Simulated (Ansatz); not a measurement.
K$_{2}$NaRhF$_{6}$ (space group Fm-3m)

```yaml
crystal:
  lattice:
    - [0.00000, 4.17521, 4.17521]
    - [4.17521, 0.00000, 4.17521]
    - [4.17521, 4.17521, 0.00000]
  atoms:
    - { symbol: K, position: [0.75000, 0.75000, 0.75000] }
    - { symbol: K, position: [0.25000, 0.25000, 0.25000] }
    - { symbol: Na, position: [0.50000, 0.50000, 0.50000] }
    - { symbol: Rh, position: [0.00000, 0.00000, 0.00000] }
    - { symbol: F, position: [0.76387, 0.23613, 0.23613] }
    - { symbol: F, position: [0.23613, 0.76387, 0.76387] }
    - { symbol: F, position: [0.23613, 0.76387, 0.23613] }
    - { symbol: F, position: [0.76387, 0.23613, 0.76387] }
    - { symbol: F, position: [0.23613, 0.23613, 0.76387] }
    - { symbol: F, position: [0.76387, 0.76387, 0.23613] }
```

The volume is varied about the relaxed value V₀ at fixed cell shape. The atoms relax within the cell's symmetry.

Method: PBEsol (plane waves to 420 eV, PAW, scalar-relativistic; Ansatz, a program for electronic structure). k mesh 7×7×7 (Γ-centred), Fermi-Dirac smearing 0.05 eV. E stands for the smeared free energy. K2NaRhF6 is run without spin polarisation and with no Hubbard U. K2NaRhF6 was relaxed with its symmetry unable to fall. The zero of ΔE is the relaxed starting cell.

```
V (Å³/atom)  ΔE (meV/atom)
-----------  -------------
13.101                26.6
13.344                17.7
13.586                10.9
13.829                 5.9
14.072                 2.5
14.314                 0.6
14.557                 0.0
14.799                 0.6
15.042                 2.2
15.285                 4.8
15.527                 8.1
15.770                12.3
16.012                17.1
```

Question: What is the fitted pressure derivative B₀′?

Answer: 5.7.

Question: What bulk modulus B₀ follows from a third-order Birch-Murnaghan fit?

Answer: 46.4 GPa.

(A scan under strain: stresses follow from slopes of the energy per volume, elastic moduli from its curvatures.)
